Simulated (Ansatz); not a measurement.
Na2WO4:
```yaml
crystal:
  lattice:
    - [0.00000, 4.46577, 4.46577]
    - [4.46577, 0.00000, 4.46577]
    - [4.46577, 4.46577, 0.00000]
  atoms:
    - { symbol: Na, position: [0.62500, 0.12500, 0.12500] }
    - { symbol: Na, position: [0.12500, 0.12500, 0.62500] }
    - { symbol: Na, position: [0.12500, 0.62500, 0.12500] }
    - { symbol: Na, position: [0.12500, 0.12500, 0.12500] }
    - { symbol: W, position: [0.75000, 0.75000, 0.75000] }
    - { symbol: W, position: [0.50000, 0.50000, 0.50000] }
    - { symbol: O, position: [0.40523, 0.86492, 0.86492] }
    - { symbol: O, position: [0.38508, 0.38508, 0.84477] }
    - { symbol: O, position: [0.86492, 0.40523, 0.86492] }
    - { symbol: O, position: [0.38508, 0.38508, 0.38508] }
    - { symbol: O, position: [0.86492, 0.86492, 0.86492] }
    - { symbol: O, position: [0.38508, 0.84477, 0.38508] }
    - { symbol: O, position: [0.86492, 0.86492, 0.40523] }
    - { symbol: O, position: [0.84477, 0.38508, 0.38508] }
```

Relaxed with LDA. Special points in fractions of this cell's reciprocal vectors: Γ (0.000, 0.000, 0.000); X (0.500, 0.000, 0.500); U (0.625, 0.250, 0.625); K (0.375, 0.375, 0.750); L (0.500, 0.500, 0.500); W (0.500, 0.250, 0.750).

Problem. List the band energies nearest the valence-band maximum at these points for DFT-LDA in the program Ansatz with PAW potentials.

Solution. In eV from the valence-band maximum; about four levels below and three above (degenerate sets whole), none deeper than 8.9 eV; points with the same levels are listed once.

```json
[
 {"k": "Γ", "below": "-0.07 -0.07 -0.07 0.00 0.00 0.00", "above": "5.11 5.31 5.31"},
 {"k": "X", "below": "-0.32 -0.32 -0.07 -0.07", "above": "5.31 5.31 5.64 5.64"},
 {"k": "U", "below": "-0.32 -0.27 -0.20 -0.10", "above": "5.34 5.34 5.53"},
 {"k": "L", "below": "-0.19 -0.19 -0.12 -0.10 -0.10", "above": "5.36 5.36 5.54 5.54"},
 {"k": "W", "below": "-0.24 -0.24 -0.23 -0.23", "above": "5.34 5.34 5.56 5.56"}
]
```

Space group Fd-3m (spinel). The workflow started from a Materials Project entry (that database holds measured and hypothetical structures alike); the Crystallography Open Database files this formula in space group No. 227, but the cells were not matched. Whether it is the stable phase at ambient conditions was not checked. The LDA relaxation kept the symmetry of its start; of distortions, only those at the zone centre were tested. The run is not spin-polarised. No Hubbard U is applied. Scalar-relativistic: spin–orbit coupling is off unless named, which matters more the heavier the elements.

Potentials: the later of the program's two PAW sets.
